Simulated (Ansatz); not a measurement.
The relaxed structure here is a generated cell of ZrPbO3: the first start was made by placing the elements on the sites of a structure type, and the end was not matched to a known phase here, so it may be hypothetical.

A relaxed cell of ZrPbO₃ (R3c (No. 161)), relaxed on a k-mesh at least as fine as the one used below. Calculation: r2SCAN (plane waves to 500 eV, PAW, scalar-relativistic; Ansatz, a first-principles code). Γ-centred k-mesh 5×5×5 on the run's cell (coarser than for final values), Fermi–Dirac smearing 0.05 eV.

```yaml
crystal:
  lattice:
    - [2.94181, 1.69846, 4.85987]
    - [-2.94181, 1.69846, 4.85987]
    - [0.00000, -3.39691, 4.85987]
  atoms:
    - { symbol: Pb, position: [0.71078, 0.71078, 0.71078] }
    - { symbol: Pb, position: [0.21078, 0.21078, 0.21078] }
    - { symbol: Zr, position: [0.98464, 0.98464, 0.98464] }
    - { symbol: Zr, position: [0.48464, 0.48464, 0.48464] }
    - { symbol: O, position: [0.77927, 0.26781, 0.70721] }
    - { symbol: O, position: [0.26781, 0.70721, 0.77927] }
    - { symbol: O, position: [0.70721, 0.77927, 0.26781] }
    - { symbol: O, position: [0.27927, 0.20721, 0.76781] }
    - { symbol: O, position: [0.20721, 0.76781, 0.27927] }
    - { symbol: O, position: [0.76781, 0.27927, 0.20721] }
```

The atoms are displaced by (Å):

| atom | ux | uy | uz |
|---|---|---|---|
| Pb1 | 0.078 | -0.098 | 0.045 |
| Pb2 | -0.078 | 0.084 | -0.029 |
| Zr3 | -0.005 | -0.003 | -0.036 |
| Zr4 | -0.004 | 0.021 | -0.091 |
| O5 | -0.079 | -0.135 | 0.110 |
| O6 | 0.008 | 0.003 | -0.011 |
| O7 | -0.003 | -0.114 | 0.078 |
| O8 | 0.038 | 0.071 | 0.082 |
| O9 | 0.085 | 0.021 | 0.064 |
| O10 | -0.119 | 0.110 | -0.006 |

### Question
What forces (eV/Å) and pressure result?

### Answer
| atom | Fx | Fy | Fz |
|---|---|---|---|
| Pb1 | -0.54 | 0.37 | -0.33 |
| Pb2 | 0.36 | 0.07 | 0.38 |
| Zr3 | 0.71 | -0.94 | 0.04 |
| Zr4 | 0.27 | 0.35 | 3.02 |
| O5 | 0.33 | 0.40 | -0.69 |
| O6 | -0.83 | -0.67 | 0.41 |
| O7 | 0.37 | 1.49 | 0.38 |
| O8 | -0.04 | -2.37 | -1.47 |
| O9 | -2.34 | 0.97 | -1.44 |
| O10 | 1.72 | 0.34 | -0.30 |

Pressure +3.2 GPa.

### Question
Estimate the energy cost of the displacement in the harmonic approximation and compare with the calculation.

### Answer
For a harmonic well ΔE = −½ Σ F·u = 0.717 eV a cell, or 72 meV/atom. The calculated energy relative to the undisplaced cell is +0.068 eV/atom, so the harmonic estimate holds well.

No spin polarisation in the result.

The run that gave the undisplaced cell could not lose the symmetry of its start; a randomly shaken copy of 10 atoms returns to this structure.
